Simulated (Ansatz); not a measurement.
MgB₂:
```
CELL_PARAMETERS angstrom
      3.07159     0.00000     0.00000
     -1.53580     2.66008     0.00000
      0.00000     0.00000     3.53629
ATOMIC_POSITIONS crystal
  Mg 0.00000 0.00000 0.00000
  B  0.33333 0.66667 0.50000
  B  0.66667 0.33333 0.50000
```

Relaxed with PBE.

Task: Decompose the optical modes at the zone centre into irreducible representations, and say which are infrared and Raman allowed.

Result: Point group 6/mmm: Γ_opt = A2u + B1g + E1u + E2g. Infrared: A2u, E1u. Raman: E2g.

Task: Assign frequencies (DFPT, plane-wave PAW PBE (Ansatz code)).

Result: E1u 329, A2u 396, E2g 579, B1g 685 cm⁻¹.

Subscripts of B labels follow the axes of the standard setting.

Space group P6/mmm. Symmetry was held in the PBE relaxation; of distortions, only those at the zone centre were tested. As this level gives no gap, phonon frequencies hold no LO–TO term and depend on the k-mesh and smearing (Fermi–Dirac, 0.1 eV here).

Potentials: the later of the program's two PAW sets.
